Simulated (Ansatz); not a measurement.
CO2 in its lowest state found on the top face of a (100) slab of Cu (Fm-3m (No. 225)), 4 planes, outer planes Cu (top) and Cu (bottom); 1 a cell of 25.40 Å², its atoms last:

```xyz
19
Lattice="5.0394 0.0000 0.0000 0.0000 5.0394 0.0000 0.0000 0.0000 24.7827" Properties=species:S:1:pos:R:3 pbc="T T T"
Cu    1.2598    1.2598    8.0000
Cu    1.2598    3.7795    8.0000
Cu    3.7795    1.2598    8.0000
Cu    3.7795    3.7795    8.0000
Cu    2.5197    2.5197    9.7817
Cu    2.5197    0.0000    9.7817
Cu    0.0000    2.5197    9.7817
Cu    0.0000    0.0000    9.7817
Cu    3.7798    3.7794   11.5994
Cu    3.7799    1.2593   11.6031
Cu    1.2598    3.7793   11.6015
Cu    1.2597    1.2594   11.5994
Cu   -0.0012    0.0008   13.3744
Cu    0.0032    2.5224   13.3571
Cu    2.5165   -0.0035   13.3567
Cu    2.5217    2.5174   13.3718
O    -2.0384    2.0376   16.5045
C    -1.2127    1.2079   16.4633
O    -0.3865    0.3778   16.4287
```

These are results of DFT PBE+D3(BJ), scalar-relativistic, plane waves, PAW in Ansatz 0.2.0, not measurements. Settings: cutoff 420 eV, Γ-centred mesh 4×4×1 on the computed 19-atom cell, Gaussian smearing of 0.10 eV; no spin polarisation. A dipole correction removes the field between periodic images along c.

The clean top face has a work function of 4.52 eV. Adsorption changes the slab's dipole along +c by Δp = +0.0384 e·Å a cell (+0.18 D an adsorbate).

Task: What change of work function does the Helmholtz equation give?

Result: A sheet of dipoles makes a step in an electron's potential energy of −e·Δp/(ε0·A), and e/ε0 = 180.95 eV·Å for Δp in e·Å: −180.95 × (0.0384)/25.40 = -0.27 eV. This is the change of φ(top) − φ(bottom). If the bottom face is unmoved, φ(top) becomes 4.25 eV.

Task: How does that compare with the calculation?

Result: φ(top) changes by -0.29 eV and φ(bottom) by -0.01 eV, so their difference changes by -0.28 eV. The bottom face hardly moves.

Task: What does the sign say about the electrons?

Result: The change of dipole points out of the surface, so the work function falls. The molecule's own dipole can set this sign. Δp also holds the adsorbate's own dipole and the moves of the surface atoms, so it isn't a charge transfer alone.